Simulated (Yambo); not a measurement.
G0W0@PBEsol for CsLiWO4 (space group I-4, No. 82) in Yambo (2×2×2 mesh, 7 Ry block, plasmon pole, screening fixed), without a terminator:

```csv
bands N in G,gap Γ → Γ (eV),shift of the valence edge (eV)
85,5.973,-0.565
145,6.110,-0.833
225,6.199,-0.979
```

Extrapolate both columns to infinite N with E(N) = E∞ + A/N, test the form, and compare with the terminator.

From two points, E∞ = (N2 E2 − N1 E1)/(N2 − N1). The two largest N give 6.36 eV for the gap and -1.24 eV for the shift; the two smallest give 6.30 eV and -1.21 eV. For the gap the slopes A are -28 and -36 eV: the form isn't reached, and its limit is uncertain. For the shift the slopes A are 55 and 60 eV: the 1/N form holds. With the Bruneval-Gonze terminator and 225 bands the run gives 6.32 eV and -1.16 eV, 0.04 eV and 0.08 eV from the extrapolated values: the terminator too is an estimate of the remainder. Block, mesh and the bands in W are held fixed.

Spin-orbit coupling is not included.

Geometry of the Materials Project entry, not relaxed at this level; primitive cell a = 6.117 Å, b = 6.117 Å, c = 6.117 Å, α = 121.29°, β = 121.29°, γ = 87.78°.

The structure is a Materials Project entry; no match was found in the copy of COD used, and its stability was not checked.

A shift is the quasiparticle energy of the state minus its PBEsol energy.
